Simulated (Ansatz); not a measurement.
# Data sheet: Ti₃Al (DFT)

Ti3Al:
```yaml
crystal:
  lattice:
    - [2.92248, 0.00000, 0.00000]
    - [-1.46124, 2.53094, 0.00000]
    - [0.00000, 0.00000, 9.19401]
  atoms:
    - { symbol: Ti, position: [0.66667, 0.33333, 0.00000] }
    - { symbol: Ti, position: [0.33333, 0.66667, 0.75053] }
    - { symbol: Ti, position: [0.33333, 0.66667, 0.24947] }
    - { symbol: Al, position: [0.66667, 0.33333, 0.50000] }
```

Space group P-6m2 (No. 187); conventional cell a = b = 2.922 Å, c = 9.194 Å, α = β = 90.00°, γ = 120.00°.

Method: the program Ansatz at the r²SCAN level (PAW). Geometry: relaxed at this level of theory. Other levels are named where they apply.

Cell and energy:

Volume per atom: 17.00 Å³
Density: 4.17 g/cm³
Formation energy from the elements (no fitted shifts): -0.13 eV/atom

Electronic structure:

- Electronic character: metallic (no gap)
- Density of states at the Fermi level: 0.80 states/eV per atom (mean over ±0.08 eV)

Mechanics:

- Bulk modulus (Birch–Murnaghan fit): 116 GPa
- Pressure derivative B′: 3.7
- Elastic constants (relaxed ions, GPa): C11 = 174, C12 = 100, C13 = 64.5, C33 = 242, C44 = 64.6
- Mechanical stability: stable (all eigenvalues of C positive)
- Hill bulk and shear moduli: 116 and 54.4 GPa
- Young's modulus: 141 GPa
- Poisson's ratio: 0.30
- Debye temperature from the elastic constants: 467 K

Phonons:

Highest zone-centre frequency: 40.3 meV
Zone-centre stability: no imaginary mode at Γ

The first step of the workflow began from a Materials Project structure, measured or hypothetical; the Crystallography Open Database copy checked does not list it. With Ti and Al taken as one species the cell has the higher symmetry P6_3/mmc, so it may be an ordered model of a mixed-site phase. It is not the phase usual at ambient conditions (space group No. 194). Symmetry was held in the r²SCAN relaxation. The run is not spin-polarised. As this level gives no gap, shear constants depend on the k-mesh and smearing (Fermi–Dirac, 0.1 eV here). As this level gives no gap, phonon frequencies hold no LO–TO term and depend on the k-mesh and smearing (Fermi–Dirac, 0.1 eV here). Axis ratios of metals converge slowly with the k-mesh, so a and c are less sure than the volume. On the denser mesh and wider smearing of the elastic run this cell carries a stress of 0.4 GPa. The references are the lowest solids computed at this level, not always the standard phases.

Potentials: the later of the program's two PAW sets.
